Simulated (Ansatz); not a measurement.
BAs:
```
CELL_PARAMETERS angstrom
      0.00000     2.39123     2.39123
      2.39123     0.00000     2.39123
      2.39123     2.39123     0.00000
ATOMIC_POSITIONS crystal
  B  0.75000 0.75000 0.75000
  As 0.00000 0.00000 0.00000
```

The program Ansatz at the r²SCAN level (PAW) gives a gap of 1.37 eV without spin–orbit coupling, maximum at Γ, minimum on the Γ–X line, 79 % of the way from Γ.

Task: What happens when spin–orbit coupling is switched on?

Result: The gap drops by 0.06 eV, to 1.31 eV; maximum at Γ, minimum on the Γ–X line, 79 % of the way from Γ.

Task: How large is the spin–orbit splitting of the valence top at Γ?

Result: The fourfold level lies 0.21 eV above the split-off pair.

Space group F-43m (zinc blende). The r²SCAN relaxation kept the symmetry of its start; phonons on a q-mesh show no instability.

Potentials: the earlier of the program's two PAW sets.
